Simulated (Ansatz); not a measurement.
# One run on Fe3Ge (Pm-3m): free moments

These are results of DFT, PBEsol, all-electron LAPW, scalar-relativistic (Ansatz 0.2.0), not measurements.

Command: `ansatz run input.yaml --threads 2 --pin off --max-ram 6144MiB --backend cpu --events-out ev --progress --plain --runs-dir out`

```yaml
crystal:
  lattice:
    - [3.66050052, 0.0, 0.0]
    - [0.0, 3.66050052, 0.0]
    - [0.0, 0.0, 3.66050052]
  atoms:
    - { symbol: Fe, position: [0.0, 0.5, 0.5], spin: 3.0 }
    - { symbol: Fe, position: [0.5, 0.5, 0.0], spin: 3.0 }
    - { symbol: Fe, position: [0.5, 0.0, 0.5], spin: 3.0 }
    - { symbol: Ge, position: [0.0, 0.0, 0.0] }
magnetization:
  spin_polarized: true
kpoints:
  mp_grid: { grid: [9, 9, 9] }
scf:
  occupations: { method: fermi_dirac, width: 0.03 }
  lower_state_search: "off"
hamiltonian:
  xc: pbesol
  pseudopotentials: { kind: all_electron, lapw: { basis_error: 0.001 } }
output:
  forces: true
  stress: true
  eigenvalues: false
  populations: true
```

The program prints:

```
settings of this run that can trade accuracy for cost: output.eigenvalues: false. Do not mix this run's numbers with those of runs without the same settings; the input reference describes each key
Fe: projections on atomic orbitals take those of the free atom 1s2 2s2 2p6 3s2 3p6 3d6 4s2, of charge +0.00 (hamiltonian.pseudopotentials.projection_atoms)
Ge: projections on atomic orbitals take those of the free atom 1s2 2s2 2p6 3s2 3p6 3d10 4s2 4p2, of charge +0.00 (hamiltonian.pseudopotentials.projection_atoms)
LAPW: plane waves up to 8.557 Å⁻¹, error target 1.0e-3 eV per atom; small_component_spin mean_spin; Fe in spheres of 1.294 Å, 16 of its electrons in bands, Dirac shells []; Ge in spheres of 1.294 Å, 22 of its electrons in bands, Dirac shells [] (how accurate: hamiltonian.pseudopotentials.lapw.basis_error, Limitations)
Engine: ansatz 0.2.0
Pseudopotentials: kind: all_electron
Pseudopotential: Fe, LAPW, valence charge 16, lapw/all_electron/scalar/gaussian/Fe, Koelling and Harmon's equation, gaussian nucleus
Pseudopotential: Ge, LAPW, valence charge 22, lapw/all_electron/scalar/gaussian/Ge, Koelling and Harmon's equation, gaussian nucleus
Functional definition: PBEsol
  exchange = pbesol_x
  correlation = pbesol_c
Crystal: 4 atoms, lattice volume = 49.048 Å³
Basis set: ecut = 278.95315556279036 eV, 485 PW (Γ), exchange–correlation at level 2
Bands: 48, of which v1, the nominal top of the filled ones, is band 35 counted from 1 (34 counted from 0)
Symmetry: 48 space group operations
Space group: Pm-3m (ITA 221), of the structure as read, at distance tolerance 3.7e-5 Å
Magnetic group: BNS 221.92 (UNI 1594), of the structure as read, at distance tolerance 3.7e-5 Å
k-points: 35 of 729
Non-local potential: Fe, projectors of the file, none
Non-local potential: Ge, projectors of the file, none
Initial density: superposition of atomic densities (chi_scale 0.1, normalization cell)
Starting moments: Σ|m| = 9 μB on 3 of 4 sites
Initial wavefunctions: plane waves of lowest kinetic energy (no species holds an atomic orbital)
Functional: x = pbesol(κ = 0.804, μ = 0.12345679012345678), c = pbesol(β = 0.046)
iter 1 solved again at ethr=1.07e-3 eV; its pass at ethr=1.00e-1 eV (dr2=7.50e-1 eV) is discarded
SCF iter   1: F=—  HF=-160882.702456 eV  |F-HF|=—  |Δ(HF+E_count)|=         —  Δρ=2.73e-2 (↑2.10e-2 ↓2.73e-2)  dr2=7.49e-1  dr2_m=1.93e-1  M=7.128 μB ∫|m|=7.464 μB  β_m=0.30  ethr=1.07e-3  ⟨swp⟩=2.0  Hψ=23326  notcnv=0
preconditioner: auto → Kerker (q_TF=auto, 2.895 Å⁻¹)  [metal: Δε(μ)=0.035 eV  Ē_g=14.335 eV  σ=0.030 eV  W_gap=0.28  n_scr=18 (ndim 8)  ℏωp=32.7 eV  f_vac=0.000  D(μ)=3.05/eV (n_scr^D=26)]
[...]
the basis was enlarged: its passes take 1.9 MiB over the memory plan, 2 of 2 planned eigensolver slots
[...]
--- Per-component energies (eV) ---
  E_band       = -1518.556783
  E_kinetic    = 163480.206221
  E_xc         = -6600.632774
  E_electrostatic = -317762.242866  (all electrons and nuclei)
  E_smearing   = -0.009489  (= −TS)
  E_closure    = 0.000000  (closes the sum)
  E_atoms      = -160848.017351  (free atoms, spherical and without spin; not in F)
  Σ components = -160882.678907   (vs F -160882.678907, Δ=0.00e0)
  Basis errors (estimates in eV, not in F): energy 2.4e-4 per atom: plane waves 2.0e-4 (1.0e-4 summed), levels above the bands 6.1e-153, relativity 5.7e-9, radial functions 4.5e-5, core shells 2.4e-9; eigenvalues (radial functions only) 9.8e-7; not estimated: angular momenta, meshes, grids; target (lapw.basis_error) 1.0e-3; muffin-tin radii Fe 1.294 Å, Ge 1.294 Å
--- Forces (eV/Å), atoms counted from 1 ---
  atom   1  Fe     0.00000000    -0.00000000     0.00000000
  atom   2  Fe    -0.00000000    -0.00000000    -0.00000000
  atom   3  Fe    -0.00000000    -0.00000000     0.00000000
  atom   4  Ge    -0.00000000     0.00000000     0.00000000
  max |Σ_I F_I| component: 1.31e-30 eV/Å
--- Stress (GPa, compression-positive) ---
      -11.285294       0.000000      -0.000000
        0.000000     -11.285294       0.000000
       -0.000000       0.000000     -11.285294
  P = ⅓ Tr σ = -11.2853 GPa (-112.853 kbar)
--- Löwdin populations: 4 sites ---
  site symbol       q [e]    m [muB]
     0     Fe     25.5652     2.2693
     1     Fe     25.5652     2.2693
     2     Fe     25.5652     2.2693
     3     Ge     32.7328    -0.2533
  spilling = 0.005196 (of n_electrons = 110.000000)
settings of this run that can trade accuracy for cost: output.eigenvalues: false. Do not mix this run's numbers with those of runs without the same settings; the input reference describes each key
```

populations.tsv:

```
# site	symbol	l	j	q_up	q_dn
# orbitals = lowdin
# n_electrons = 110.000000
# spilling = 0.005196
# projection_atom_Fe: 1s2 2s2 2p6 3s2 3p6 3d6 4s2
# projection_atom_Ge: 1s2 2s2 2p6 3s2 3p6 3d10 4s2 4p2
0	Fe	0_1S	-	0.999991	0.999991
0	Fe	0_2S	-	0.999519	0.999540
0	Fe	0_3S	-	0.988510	0.989182
0	Fe	0_4S	-	0.363379	0.365804
0	Fe	1_2P	-	2.999993	2.999996
0	Fe	1_3P	-	2.998358	2.998354
0	Fe	2_3D	-	4.567507	2.295111
1	Fe	0_1S	-	0.999991	0.999991
1	Fe	0_2S	-	0.999519	0.999540
1	Fe	0_3S	-	0.988510	0.989182
1	Fe	0_4S	-	0.363379	0.365804
1	Fe	1_2P	-	2.999993	2.999996
1	Fe	1_3P	-	2.998358	2.998354
1	Fe	2_3D	-	4.567507	2.295111
2	Fe	0_1S	-	0.999991	0.999991
2	Fe	0_2S	-	0.999519	0.999540
2	Fe	0_3S	-	0.988510	0.989182
2	Fe	0_4S	-	0.363379	0.365804
2	Fe	1_2P	-	2.999993	2.999996
2	Fe	1_3P	-	2.998358	2.998354
2	Fe	2_3D	-	4.567507	2.295111
3	Ge	0_1S	-	0.999998	0.999997
3	Ge	0_2S	-	0.999882	0.999862
3	Ge	0_3S	-	0.997318	0.996841
3	Ge	0_4S	-	0.766468	0.739158
3	Ge	1_2P	-	2.999996	2.999996
3	Ge	1_3P	-	2.998878	2.998790
3	Ge	1_4P	-	1.478378	1.760753
3	Ge	2_3D	-	4.998809	4.997657
```

Site moments (μB): Fe1 2.24, Fe2 2.24, Fe3 2.24, Ge4 -0.14. Cell moment 6.48 μB.

The magnetic group in the log treats spin as a scalar label, without spin–orbit coupling.

The Ansatz runs typed with the search for lower states off end where their start leads. The magnetic state is the one that this cell and start allow. It needn't be the compound's measured order, which may need a larger cell or be absent.

It took 35 s on 2 threads of Arm Neoverse V2, on a shared host, peak memory 0.71 GiB.
